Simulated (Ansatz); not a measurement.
**TiZn$_{3}$: how the energy converges with the cutoff**

TiZn$_{3}$, P1, a = 3.988 Å, b = 3.980 Å, c = 3.954 Å, α, β, γ = 89.8°, 90.3°, 91.0°. Ansatz: PBEsol, PAW, cutoff varied, Γ-centred 8×8×8 mesh on 4 atoms, Gaussian smearing 0.10 eV; no spin polarisation. Single points at one geometry with displaced atoms, the cutoff alone changed; ΔE is the energy at zero smearing over the run at 420 eV. The runs up to 350 eV lie under the cutoff recommended for these PAW datasets.

```
cutoff (eV)  ΔE (meV/atom)
        200        6408.17
        250        1106.53
        300              ?
        350           8.03
```

Question: Assume ΔE falls exponentially with the cutoff, fit y = ln ΔE against x, the cutoff in eV, to the other rows, and predict the missing value.

Answer: y = 8.765, 7.009, 2.083. Means x = 266.7, y = 5.9523; Σ(Δx)² = 11667, ΣΔxΔy = -527.6; the slope is their ratio. y = 18.01 − 0.04522 x, a factor of ten per 51 eV. At 300 eV this gives ΔE = 85.11 meV/atom. The run gave 118.34, a ratio of 0.72. Between neighbouring rows the decay runs from a factor of ten per 43 eV to one per 66 eV, so one exponential is only a rough guide.